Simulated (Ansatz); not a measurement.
Relaxed PbS (rock salt):

```xyz
4
Lattice="0.0000 5.9027 5.9027 2.9513 0.0000 2.9513 2.9513 2.9513 0.0000" Properties=species:S:1:pos:R:3 pbc="T T T"
S      0.0000     0.0000     0.0000
S      0.0000     2.9513     2.9513
Pb     2.9513     2.9513     2.9513
Pb     2.9513     5.9027     5.9027
```

Scan: atom 2 (S, nearest neighbour Pb at 2.951 Å; its periodic images, 4.2 Å or more away, move with it) is displaced along Cartesian [111], direction (0.577, 0.577, 0.577) in Cartesian axes, by s. The other atoms stay.

Computed with PBEsol (plane waves to 420 eV, PAW, scalar-relativistic; Ansatz, a first-principles code). k mesh 4×8×8 (Γ-centred), Fermi-Dirac smearing 0.05 eV. The energy includes the smearing's −TS. PbS was relaxed with its symmetry unable to fall. Spin-orbit coupling is left out, though Pb is heavy. ΔE is measured from the undisplaced structure.

```
s (Å)   ΔE (meV/cell)
------  -------------
-0.590       withheld
-0.472            306
-0.354            169
-0.236             74
-0.118             18
0.000               0
0.118              18
0.236              74
0.354             169
0.472             306
0.590        withheld
```

Fit an even polynomial form (powers 2, 4) to the given rows and predict ΔE at s = -0.590.

Least squares on the 9 given rows: ΔE = (1314)·s² + (266.1)·s⁴, in meV/cell with s in Å; root-mean-square residual 0.2 meV/cell. At -0.590 the fit gives 490 meV/cell; the calculation gives 484 meV/cell, so the extrapolation is off by 6 (+1.2 %). The quadratic term alone would give 457 meV/cell.

(A displaced cell: forces are minus the slopes of the energy, force constants its curvatures, and phonons follow from these.)
